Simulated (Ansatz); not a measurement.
**Fermi surface of HgPd (P4/mmm)**

```
CELL_PARAMETERS angstrom
3.01883 0.00000 0.00000
0.00000 3.01883 0.00000
0.00000 0.00000 3.72124
ATOMIC_POSITIONS crystal
Hg 0.00000 0.00000 0.00000
Pd 0.50000 0.50000 0.50000
```

Level of theory, where no other is named: PBEsol, all-electron LAPW in Ansatz 0.2.0, scalar-relativistic. k mesh 10×10×10, fine mesh 20×20×16, Fermi-Dirac smearing of 0.100 eV, basis error target 1 meV/atom. The cell was relaxed by PAW under this functional.

Levels and slopes are solved on a 20×20×16 mesh, and each state is taken as quadratic over its cell.

Task: What is the density of states at the Fermi level, and which bare Sommerfeld coefficient follows?

Result: N(E_F) = 0.251 states/eV/atom (both spins), so γ = (π²/3) k_B² N(E_F) = 0.593 mJ/(mol-atom K²) without electron-phonon or spin-fluctuation enhancement.

Task: What Drude plasma energy and σ/τ do the band velocities give?

Result: (ħω_p,α)² = (e²/ε₀VN_k) Σ_nkσ (∂E/∂k_α)² δ(E − E_F) gives ħω_p = (5.88, 5.88, 8.02) eV along x, y, z, and σ/τ = ε₀ω_p² = 7.07×10²⁰ Ω⁻¹m⁻¹s⁻¹ along x. Weighted by the density of states, the mean Fermi speed is 1.03×10⁶ m/s; the surface has an area of 12.5 Å⁻² for each spin direction.

Task: Which bands cross the Fermi level, and what do they carry?

Result: 

| band | filled part | N (states/eV/cell) | speed (10⁶ m/s) | 5th to 95th percentile | area (Å⁻²) | filling |
| --- | --- | --- | --- | --- | --- | --- |
| 1 | 0.85 | 0.225 | 1.05 | 0.72 to 1.28 | 5.7 | partly filled |
| 2 | 0.15 | 0.278 | 1.02 | 0.29 to 1.41 | 6.82 | partly filled |

Task: Map the plane k₃ = 0 of the mesh: how many bands lie under the Fermi level at each point, counted from the least on the plane?

Result: k₁ runs to the right and k₂ upwards, each from −½ to ½ with 0 in the middle (the axes needn't be at right angles):
```
00000000000000000000
00000000000000000000
00000000000000000000
00000000000000000000
00000000000000000000
00000000000000000000
00000000000000000000
00000000000000000000
00000000000000000000
00000000000000000000
00000000000000000000
00000000000000000000
00000000000000000000
00000000000000000000
00000000000000000000
00000000000000000000
00000000000000000000
00000000000000000000
00000000000000000000
10000000000000000000
```

Task: On PAW files the program sums the optical response inside the mesh cells, interband lines and its own Drude term. Where does ε₁ rise through zero (a sharp plasmon if ε₂ is small there), and how much light is reflected?

Result: 

* Fine mesh: 20, 20, 16
* Window top: 25 eV
* Line width: 0.25 eV
* Drude damping: 0.2 eV
* ε₁ rises through zero at x: 2.78, 4.6, 9.02 eV
* ε₂ there x: 10.33, 8.19, 2.34
* ε₁ rises through zero at z: 4.76, 8.45 eV
* ε₂ there z: 5.96, 2.8
* Plasma energy (x, y, z): 5.988, 5.988, 7.958 eV
* Reflectivity at 1 eV, x-polarised: 0.7068
* Reflectivity at 2 eV, x-polarised: 0.5103
* Reflectivity at 3 eV, x-polarised: 0.4001

The plasma energy here is the program's own sum at the run's smearing; it differs from the value above by up to 2 %, through mesh and smearing.

Task: What does PAW give for the same cell?

Result: N(E_F) = 0.251 states/eV/atom and ħω_p,x = 5.88 eV.

Limits of these numbers: no spin-orbit coupling on heavy atoms; filled d bands lie too high at this level, so their transitions start too early; these sums move with the mesh, by several per cent and more for small sheets; frozen-core PAW files fitted under PBE, their cores solved anew for the functional of the run.
